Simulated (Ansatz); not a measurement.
## BeS, first-principles data

BeS:
Space group Fm-3m (No. 225); a = b = c = 4.634 Å, α = β = γ = 90.00°

| atom | site | symmetry | x | y | z |
|---|---|---|---|---|---|
| S | 4a | m-3m | 0.0000 | 0.0000 | 0.0000 |
| Be | 4b | m-3m | 0.5000 | 0.5000 | 0.5000 |
(The calculation used a cell of 2 atoms; values per cell refer to that cell.)

Space group Fm-3m (No. 225), rock salt; conventional cell a = b = c = 4.6338 Å, α = β = γ = 90.00°.

Method: r²SCAN (plane waves, PAW; program Ansatz). Structure relaxed to zero pressure with the same functional. Other levels are named where they apply.

Cell and energy:

```json
{
 "volume_per_atom": "12.44 Å³",
 "density": "2.74 g/cm³",
 "Formation energy from the elements (no fitted shifts)": "-0.60 eV/atom"
}
```

Electronic structure:

```json
{
  "band_gap": "1.33 eV (indirect)",
  "valence_band_maximum": "on the K–Γ line, 61 % of the way from K",
  "conduction_band_minimum": "at X (3 equivalent valleys)",
  "smallest_direct_gap_on_the_standard_path": "4.60 eV",
  "electron_effective_mass": "0.28, 0.28, 0.91 mₑ (principal values)",
  "hole_effective_mass": "0.20, 1.00, 1.1 mₑ (principal values)",
  "HSE06 gap on the r²SCAN cell": "1.73 eV"
}
```

Mechanics:

```json
{
  "Bulk modulus (Birch–Murnaghan fit)": "111 GPa",
  "Pressure derivative B′": "3.8",
  "Elastic constants (relaxed ions, GPa)": "C11 = 174, C12 = 79.4, C44 = 124",
  "mechanical_stability": "stable (all eigenvalues of C positive)",
  "hill_bulk_and_shear_moduli": "111 and 84.3 GPa",
  "Young's modulus": "202 GPa",
  "Poisson's ratio": "0.20",
  "debye_temperature_from_the_elastic_constants": "786 K"
}
```

Charges:

```json
{
 "bader_charges": "S -1.69, Be +1.69 e"
}
```

The start of the workflow was typed in or built on a structure type; neither database checked (COD, Materials Project) lists it. COD files the formula under space group No. 216. Its standing as an ambient phase is unchecked. The r²SCAN relaxation kept the symmetry of its start; its stability against distortions is not shown here. The references are the lowest solids computed at this level, not always the standard phases.

Potentials: the earlier of the program's two PAW sets. The files were generated under PBE; for other functionals the program regenerates the frozen cores, and for LDA and PBEsol the local potential too.
